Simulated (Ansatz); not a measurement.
The cell of HfNb2Si2O2 is invented: random cell by space group and Wyckoff sites (I4/mmm, No. 139). The dimensions are guesses.

Space group I4/mmm (No. 139). a = 5.320 Å, b = 5.320 Å, c = 8.781 Å, α = 90.00°, β = 90.00°, γ = 90.00°
| atom | site | symmetry | x | y | z |
| --- | --- | --- | --- | --- | --- |
| Hf | 2a | 4/mmm | 0.0000 | 0.0000 | 0.0000 |
| Nb | 4d | -4m2 | 0.0000 | 0.5000 | 0.2500 |
| Si | 4e | 4mm | 0.5000 | 0.5000 | 0.0960 |
| O | 4e | 4mm | 0.5000 | 0.5000 | 0.2188 |

These are results of DFT PBE, scalar-relativistic, plane waves, PAW in Ansatz 0.2.0, not measurements. Cutoff 420 eV, Gaussian smearing, Γ-centred meshes. Cell and atoms relax first on a coarse mesh and then on a finer one. In between, the cell is made exact in the group found at 0.06 Å. In metals the finer mesh still leaves noise of several meV/atom or more. The steps can't lower the symmetry of their start. No spin polarisation.

A guess keeps its type if space group and coordination stay and the shape of the cell changes little (axis ratios within about 15 %, angles within 6°); the volume may change.

**Question.** Does it keep its structure type, or change into something else?

**Answer.** It doesn't keep its type. The symmetry stays I4/mmm (No. 139). The volume per atom shrinks by 19.0 %, from 17.8 to 14.4 Å³. The shortest distance goes from 1.08 Å (Si–O) to 2.13 Å (Hf–O). The ratio c/a of the conventional cell changes by a factor of 1.77. Counting neighbours within 15 % of an atom's shortest distance, the start has Hf 2, Nb 8, O 1, Si 1 and the end Hf 2, Nb 4, O 5, Si 1. In detail, at the end around Hf lie 2 O at 2.13 Å, 8 Si at 3.12 Å and 8 Nb at 3.63 Å; Nb is surrounded by 4 O at 2.23 Å, 4 Si at 2.76 Å, 4 Nb at 2.90 Å and 4 Hf at 3.63 Å; Si has 1 Si at 2.29 Å, 1 O at 2.72 Å, 4 Nb at 2.76 Å, 4 O at 3.06 Å and 4 Hf at 3.12 Å; around O lie 1 Hf at 2.13 Å and 4 Nb at 2.23 Å.

```cif
data_structure
_symmetry_space_group_name_H-M 'P 1'
_symmetry_Int_Tables_number 1
_cell_length_a 6.6572
_cell_length_b 6.6572
_cell_length_c 6.6572
_cell_angle_alpha 144.145
_cell_angle_beta 144.145
_cell_angle_gamma 51.611
_cell_volume 100.67
loop_
_atom_site_label
_atom_site_type_symbol
_atom_site_fract_x
_atom_site_fract_y
_atom_site_fract_z
_atom_site_occupancy
Hf1 Hf 0.00000 0.00000 0.00000 1
Nb1 Nb 0.75000 0.25000 0.50000 1
Nb2 Nb 0.25000 0.75000 0.50000 1
Si1 Si 0.59560 0.59560 0.00000 1
Si2 Si 0.40440 0.40440 0.00000 1
O1 O 0.82262 0.82262 0.00000 1
O2 O 0.17738 0.17738 0.00000 1
```

The last run used a 14×14×14 mesh for its 7-atom cell and Gaussian smearing of 0.10 eV. Spin–orbit coupling, which can matter for Hf, is left out. The cell is a metal run without spin, though a test with spin on the coarse mesh kept 0.9 μB a cell, so a magnetic state probably lies lower. Symmetry constrained the relaxation, so the result can be a saddle point.
